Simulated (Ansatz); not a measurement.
SiC (zinc blende, space group No. 216), LDA in the plane-wave PAW code Ansatz. The conduction-band minimum lies at X, with 3 equivalent valleys. Second derivatives d²E/dk² of the lowest band at one valley (eV·Å²), along Cartesian directions:

```tsv
direction	d²E/dk²
[100]	11.26
[010]	33.74
[001]	33.74
[110]	22.50
[101]	22.50
[011]	33.70
```

**Question.** Find the principal effective masses, the density-of-states mass and the conductivity mass.

**Answer.** Off-diagonal terms follow from H_xy = H[110] − (H_xx + H_yy)/2, and m*/mₑ = 7.620 eV·Å² over each eigenvalue: 0.23, 0.23, 0.68. One valley's DOS mass (m₁m₂m₃)^(1/3) = 0.33, conductivity mass 3/(Σ 1/mᵢ) = 0.29 mₑ.

**Question.** What effective density of states Nc follows at 300 K for parabolic valleys?

**Answer.** Nc = 2.509e19 × 3 × (0.33)^(3/2) ≈ 1.4e19 cm⁻³.

**Question.** With the computed static dielectric constant 10.3 (mean of the diagonal), estimate a hydrogenic donor's binding energy and radius.

**Answer.** E = 13.606 eV × 0.29/10.3² ≈ 37 meV; a = 0.529 Å × ε/m* ≈ 19 Å. Semilocal masses tend to be too small where the gap is.

**Question.** With ε∞ = 6.93 and ω_LO = 973 cm⁻¹, what Fröhlich coupling constant follows?

**Answer.** α = (1/ε∞ − 1/ε0) √(m* × 13.606 eV/ħω_LO) = 0.27.

Space group F-43m (zinc blende). The LDA relaxation kept the symmetry of its start; phonons on a q-mesh show no instability.

Potentials: the earlier of the program's two PAW sets.
